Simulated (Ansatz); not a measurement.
YTaN₃:
```
CELL_PARAMETERS angstrom
      4.01437     0.00000     0.00000
      0.00000     4.01437     0.00000
      0.00000     0.00000     4.01437
ATOMIC_POSITIONS crystal
  Y  0.00000 0.00000 0.00000
  Ta 0.50000 0.50000 0.50000
  N  0.50000 0.50000 0.00000
  N  0.50000 0.00000 0.50000
  N  0.00000 0.50000 0.50000
```

Relaxed with PBEsol. Special points in fractions of this cell's reciprocal vectors: Γ (0.000, 0.000, 0.000); X (0.000, 0.500, 0.000); M (0.500, 0.500, 0.000); R (0.500, 0.500, 0.500).

**Question.** List the band energies nearest the Fermi level at these points for the program Ansatz at the PBEsol with spin–orbit coupling level (PAW).

**Answer.** In eV from the Fermi level; about four levels below and three above (degenerate sets whole), none deeper than 8.9 eV; points with the same levels are listed once.

| k | below | above |
|---|---|---|
| Γ | -0.87 -0.87 -0.87 -0.87 -0.86 -0.86 | 0.22 0.22 0.63 0.63 0.63 0.63 |
| X | -2.51 -2.51 -0.07 -0.07 | 0.33 0.33 1.60 1.60 |
| M | -1.77 -1.77 -1.77 -1.77 -0.68 -0.68 | 0.44 0.44 3.46 3.46 |
| R | -4.78 -4.78 -4.78 -4.78 | 0.74 0.74 0.75 0.75 0.75 0.75 |

Space group Pm-3m (cubic perovskite). The start of the workflow was typed in or built on a structure type; neither database checked (COD, Materials Project) lists it. Its standing as an ambient phase is unchecked. Symmetry was held in the PBEsol relaxation. At this level the phase is dynamically unstable (imaginary phonons). The run is not spin-polarised. With an odd number of electrons in the cell and no spin polarisation, the count alone makes it a metal.

Potentials: the earlier of the program's two PAW sets. The files were generated under PBE; for other functionals the program regenerates the frozen cores, and for LDA and PBEsol the local potential too.
